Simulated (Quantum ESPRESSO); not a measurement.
## Si3AlC3N (a curve over one atom's position)

Simulated, not a measurement. The program is pw.x of Quantum ESPRESSO 7.5 (plane-wave density functional theory). The cell is made up: 8 atoms on a wurtzite lattice, with randomly drawn elements, strain and displacements, not relaxed. PseudoDojo standard norm-conserving files (v0.5 for PBE, v0.4.1 for LDA and PBEsol) set the functional; there is no spin polarisation, spin-orbit coupling or dispersion term, and the masses in the input are unused placeholders.

Seven runs move atom 8 (C, counted in the order of the input) along x and keep all else fixed.

Input of the run at -0.0496:

```
&control calculation='scf', pseudo_dir='./dojo.nc.sr.pbe.v0_5.standard.upf', outdir='./o', disk_io='medium', tprnfor=.true., tstress=.true. /
&system ibrav=0, nat=8, ntyp=4, nbnd=22, ecutwfc=84.00895049, nosym=.true., tot_charge=0,
 occupations='smearing', smearing='fd', degauss=0.0018374661
/
&electrons conv_thr=7.350e-09, electron_maxstep=60, /
ATOMIC_SPECIES
Al 1.0 Al.upf
C 1.0 C.upf
N 1.0 N.upf
Si 1.0 Si.upf
CELL_PARAMETERS angstrom
3.1753 0.0048 0.0342
0.0084 5.5348 0.06
0.0558 0.0566 5.1571
ATOMIC_POSITIONS angstrom
Si -0.0011 -0.0267 -0.0071
Si 1.5873 2.7701 -0.0005
Si 1.6269 1.0111 2.5463
Al 0.0107 3.7018 2.7061
C -0.0155 0.0222 1.8188
N 1.5932 2.7591 1.9631
C 1.7004 0.949 4.492
C -0.0072 3.6445 4.5332
K_POINTS automatic
6 4 4 1 1 1
```

| shift of atom 8 along x (Å) | free energy less that of the input shown (eV) | Fx on atom 8 (eV/Å) | Fy on atom 8 (eV/Å) | Fz on atom 8 (eV/Å) | pressure (GPa) | next band up at Gamma (eV) | iterations |
| --- | --- | --- | --- | --- | --- | --- | --- |
| -0.1036 | 0.0988 | 2.361 | 1.446 | 3.153 | -10.11 | 2.845 | 11 |
| -0.0796 | 0.0478 | 1.886 | 1.311 | 3.265 | -10.31 | 2.834 | 11 |
| -0.0641 | 0.0210 | 1.585 | 1.241 | 3.323 | -10.42 | 2.827 | 11 |
| -0.0496 | 0.0000 | 1.306 | 1.186 | 3.366 | -10.50 | 2.821 | 12 |
| +0.0608 | -0.0296 | -0.765 | 1.122 | 3.366 | -10.68 | 2.775 | 12 |
| +0.1006 | 0.0158 | -1.520 | 1.250 | 3.223 | -10.54 | 2.759 | 12 |
| +0.1341 | 0.0776 | -2.172 | 1.421 | 3.044 | -10.35 | 2.747 | 12 |

A cubic fit gives dFx/dx = -18.69 eV/Å² at zero shift. Across the table the free energy follows the integral of the force to within 0.1 meV. A rerun of one of the cells at 1437 eV and a 8 x 6 x 6 mesh moved values by no more than 0.004 eV in energy, 0.07 GPa in stress and 0.004 eV/Å in force. The band column is the level of band 17 at Gamma less that of band 16, whose number is half the electron count, rounded up; it comes from a band step after each run.